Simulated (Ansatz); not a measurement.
Data:

ZnCu2SnSe4:
```
CELL_PARAMETERS angstrom
     -2.84488     2.84488     5.70798
      2.84488    -2.84488     5.70798
      2.84488     2.84488    -5.70798
ATOMIC_POSITIONS crystal
  Zn 0.00000 0.00000 0.00000
  Cu 0.75000 0.25000 0.50000
  Cu 0.25000 0.75000 0.50000
  Sn 0.50000 0.50000 0.00000
  Se 0.62461 0.62461 0.51769
  Se 0.37539 0.89308 0.00000
  Se 0.10692 0.10692 0.48231
  Se 0.89308 0.37539 0.00000
```

This is the r²SCAN-relaxed structure.

Question: All from r²SCAN in the plane-wave PAW code Ansatz, unless another level is named. Predict the electronic character.

Answer: no gap, with almost no states at the Fermi level (zero-gap or semimetallic).

Question: What about the formation energy from the elements (no fitted shifts)?

Answer: -0.47 eV/atom.

Space group I-42m. The first step of the workflow began from a Materials Project structure, measured or hypothetical; the Crystallography Open Database files this formula in space group No. 121, but the cells were not matched. It is not the phase usual at ambient conditions (space group No. 82). The r²SCAN relaxation kept the symmetry of its start; whether a distortion lowers the energy is not shown. No spin polarisation was allowed. The references are the lowest solids computed at this level, not always the standard phases. Spin–orbit coupling is left out wherever it is not named.

Potentials: the later of the program's two PAW sets.
